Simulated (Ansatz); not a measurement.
Cost of a DFT run on HfB2

```yaml
crystal:
  lattice:
    - [3.14, 0.0, 0.0]
    - [-1.57, 2.7193197679, 0.0]
    - [0.0, 0.0, 3.48]
  atoms:
    - { symbol: Hf, position: [0.0, 0.0, 0.0] }
    - { symbol: B, position: [0.3333333333, 0.6666666667, 0.5] }
    - { symbol: B, position: [0.6666666667, 0.3333333333, 0.5] }
kpoints:
  mp_grid: { grid: [17, 17, 13] }
scf:
  occupations: { method: fermi_dirac, width: 0.05 }
hamiltonian:
  xc: lda
  pseudopotentials: { kind: paw }
output:
  forces: true
  stress: true
  populations: true
  efg:
    quadrupole_moments_barn: { Hf: 3.365, B: 0.04059 }
    contact_densities: true
```

```sh
ansatz run input.yaml --threads 4 --pin off --max-ram 10240MiB --backend cpu --events-out ev --progress --plain --runs-dir out
```

It runs on 4 threads of Intel Xeon 6975P-C (Granite Rapids) (x86_64; 16 cores open to the job, memory cap 10.0 GiB, no GPU), a shared host with a load of 0.5 a core.

Problem. Estimate the wall time and the peak memory.

Solution. About 2.1 s of wall time (5.5 s of CPU time) and 0.53 GiB. The run holds 32 valence electrons in 20 bands, about 563 plane waves a k-point and 231 irreducible k-points, and took 6 SCF iterations. Times on a shared host vary by tens of per cent.
